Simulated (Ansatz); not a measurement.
Data:

YC:
```
YC
1.0
    0.00000     2.54246     2.54246
    2.54246     0.00000     2.54246
    2.54246     2.54246     0.00000
C Y
1 1
Cartesian
  0.00000   0.00000   0.00000
  2.54246   2.54246   2.54246
```

This is the PBE-relaxed structure.

### Question
All from PBE (plane waves, PAW; program Ansatz), unless another level is named. Give the electronic character.

### Answer
metallic (no gap).

### Question
What about the formation energy from the elements (no fitted shifts)?

### Answer
0.021 eV/atom.

### Question
What about the density of states at the Fermi level?

### Answer
0.82 states/eV per atom (mean over ±0.08 eV).

Space group Fm-3m (rock salt). The start of the workflow was typed in or built on a structure type; the Crystallography Open Database copy checked does not list it. Its standing as an ambient phase is unchecked. The cell was relaxed with PBE under the symmetry of its start; its stability against distortions is not shown here. No spin polarisation was allowed. The references are the lowest solids computed at this level, not always the standard phases. Scalar-relativistic: spin–orbit coupling is off unless named, which matters more the heavier the elements.

Potentials: the later of the program's two PAW sets.
